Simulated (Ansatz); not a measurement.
Input:

Al2O3:
```cif
data_Al12O18
_chemical_formula_sum 'Al12 O18'
_space_group_name_H-M_alt 'R-3c :H'
_space_group_IT_number 167
_space_group_name_Hall '-R 3 2"c'
_cell_length_a 4.72925
_cell_length_b 4.72925
_cell_length_c 12.89095
_cell_angle_alpha 90.000
_cell_angle_beta 90.000
_cell_angle_gamma 120.000
loop_
_atom_site_label
_atom_site_type_symbol
_atom_site_symmetry_multiplicity
_atom_site_Wyckoff_symbol
_atom_site_fract_x
_atom_site_fract_y
_atom_site_fract_z
_atom_site_occupancy
Al1 Al 12 c 0.00000 0.00000 0.14797 1
O1 O 18 e 0.30587 0.30587 0.75000 1
```
(The calculation used a cell of 10 atoms; values per cell refer to that cell.)

This is the LDA-relaxed structure.

**Question.** All from the program Ansatz at the LDA level (PAW), unless another level is named. Predict the vibrational entropy at 300 K.

**Answer.** 10.3 J/(K·mol of atoms).

**Question.** Predict the Young's modulus.

**Answer.** 404 GPa.

**Question.** And the zero-point energy?

**Answer.** 92.8 meV/atom.

Symmetry was held in the LDA relaxation; phonons on a q-mesh show no instability.

Potentials: the later of the program's two PAW sets.
